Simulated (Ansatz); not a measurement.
TiO2 (rutile)

```yaml
crystal:
  lattice:
    - [4.59673, 0.00000, 0.00000]
    - [0.00000, 4.59673, 0.00000]
    - [0.00000, 0.00000, 2.95369]
  atoms:
    - { symbol: Ti, position: [0.00000, 0.00000, 0.00000] }
    - { symbol: Ti, position: [0.50000, 0.50000, 0.50000] }
    - { symbol: O, position: [0.30461, 0.30461, 0.00000] }
    - { symbol: O, position: [0.80461, 0.19539, 0.50000] }
    - { symbol: O, position: [0.19539, 0.80461, 0.50000] }
    - { symbol: O, position: [0.69539, 0.69539, 0.00000] }
```

The volume is varied about the relaxed value V₀ at fixed cell shape. The atoms relax within the cell's symmetry.

All values below come from r2SCAN (plane waves to 500 eV, PAW, scalar-relativistic; Ansatz, a program for electronic structure). k mesh 7×7×11 (Γ-centred), Fermi-Dirac smearing 0.05 eV. E stands for the smeared free energy. Stress and pressure are positive under compression. With the shape held, the modulus is that of even scaling; a crystal free to change shape is softer. TiO2 is run without spin polarisation. TiO2 was relaxed with its symmetry unable to fall. The zero of ΔE is the relaxed starting cell.

| V (Å³/atom) | ΔE (meV/atom) |
|---|---|
| 8.738 | 272.9 |
| 9.015 | 179.3 |
| 9.292 | 108.7 |
| 9.570 | 58.0 |
| 9.847 | 24.5 |
| 10.124 | 5.8 |
| 10.402 | 0.0 |
| 10.679 | 5.3 |
| 10.957 | 20.1 |
| 11.234 | 43.1 |
| 11.511 | 73.1 |
| 11.789 | 109.0 |
| 12.066 | withheld |

Task: Fit a third-order Birch-Murnaghan form (E₀, V₀, B₀, B₀′ free) to the given rows and predict ΔE at V = 12.066.

Result: Least squares on the 12 given rows: ΔE = E₀ + (9V₀B₀/16)·y²·[2 + (B₀′ − 4)y], y = (V₀/V)^(2/3) − 1, with V₀ = 10.403 Å³/atom, B₀ = 238.2 GPa (160.2 GPa = 1 eV/Å³; the term in eV is multiplied by 1000), B₀′ = 4.51, E₀ = 0.11 meV/atom; root-mean-square residual 0.11 meV/atom. At 12.066 the fit gives 150.6 meV/atom; the calculation gives 150.0 meV/atom, so the extrapolation is off by 0.6 (+0.4 %). For the pressure the fit gives -25.3 GPa against the computed -25.0 GPa.

(Under strain, the slope of the energy per volume gives the stress and its curvature an elastic modulus.)
